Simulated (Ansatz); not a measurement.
## Ionic part of the dielectric constant of La2SnO4, mode by mode

The calculation used DFT PBE, scalar-relativistic, plane waves, PAW in Ansatz 0.2.0. Plane waves to 420 eV; Γ-centred k mesh 10×10×10; fixed occupations. No spin polarisation. Phonons by linear response, acoustic sum rule imposed.

Space group I4mm (No. 107), tetragonal, a = 4.091 Å, c = 14.592 Å. La on its first site is surrounded by 8 O at 2.51–2.57 Å and 4 Sn at 3.76 Å; La on its second site has 4 O at 2.31 Å and 4 Sn at 3.74 Å; around Sn lie 4 O at 2.22 Å and 8 La at 3.74–3.76 Å; around O on its first site lie 2 Sn at 2.22 Å, 2 La at 2.57 Å and 5 O at 2.89–3.00 Å; around O on its second site lie 2 La at 2.31 Å, 2 La at 2.51 Å and 5 O at 2.89–3.00 Å.

The structure comes from a proposed guess, relaxed at this level; another structure or a mixture of phases may lie lower. Spin–orbit coupling is left out, which matters for heavy elements.

The primitive cell has V = 122.12 Å³ and ε∞,xx = 6.077. Each polar mode adds Δε = (4.92064×10⁷/V)·S/ν² along x, with S its oscillator strength in e²/amu, ν in cm⁻¹ and V in Å³.

Problem. From these modes, find each Δε and ε0,xx.
| ν (cm⁻¹) | S_xx (e²/amu) |
| --- | --- |
| 78.55 | 0.031 |
| 116.15 | 0.02426 |
| 211.62 | 1.509 |
| 271.72 | 0.9203 |
| 369.73 | 0.2214 |
| 414.69 | 0.1698 |

Solution.
| ν (cm⁻¹) | Δε |
| --- | --- |
| 78.55 | 2.02 |
| 116.15 | 0.72 |
| 211.62 | 13.58 |
| 271.72 | 5.02 |
| 369.73 | 0.65 |
| 414.69 | 0.40 |

The sum is 22.39, so ε0,xx = 28.47; the run's tensor has 28.48.

Problem. Where do the longitudinal modes lie for a wave vector along x?

Solution. At 81.15, 117.48, 247.49, 353.34, 402.66, 518.66 cm⁻¹. The Lyddane–Sachs–Teller product Π(ν_LO/ν_TO)² = 4.69 agrees with ε0/ε∞ = 4.69.
